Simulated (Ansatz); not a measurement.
This run works on a proposed trial structure, not on a known crystal.

Input and command of a plane-wave DFT calculation in Ansatz:

```yaml
crystal:
  lattice:
    - [3.6018020184, 0.0, 0.0]
    - [-1.8009010092, 3.1192520474, 0.0]
    - [0.0, 0.0, 15.1229108452]
  atoms:
    - { symbol: Ga, position: [0.3333333333, 0.6666666667, 0.4183189279] }
    - { symbol: Ga, position: [0.3333333333, 0.6666666667, 0.5816913109] }
    - { symbol: Pt, position: [0.0, 0.0, 0.9999934915] }
    - { symbol: S, position: [0.6666666667, 0.3333333333, 0.919727734] }
    - { symbol: S, position: [0.3333333333, 0.6666666667, 0.0802536517] }
    - { symbol: S, position: [0.0, 0.0, 0.3458238672] }
    - { symbol: S, position: [0.0, 0.0, 0.6541910167] }
basis:
  ecutwfc: 420
kpoints:
  mp_grid: { grid: [12, 12, 2] }
hamiltonian:
  xc: pbe
scf:
  occupations: { method: fixed }
output:
  forces: true
  stress: true
  eigenvalues: true
relax:
  adjacent_minimum: "off"
  f_tol: 0.001
  max_steps: 60
  cell: { stress_tol: 0.01 }
```

```bash
ansatz run input.yaml --threads 3 --pin off --max-ram 7680MiB --backend cpu --events-out ev --progress --plain --runs-dir out
```

Processor: Arm Neoverse V1, 3 threads, on a host shared with other jobs.

Task: Estimate time, memory and problem size.

Result: About 71 s, peak memory 0.59 GiB. It solves 41 bands at 38 k points (after reduction by symmetry) with about 3375 plane waves (on the last cell), in 64 SCF iterations over 7 ionic steps.
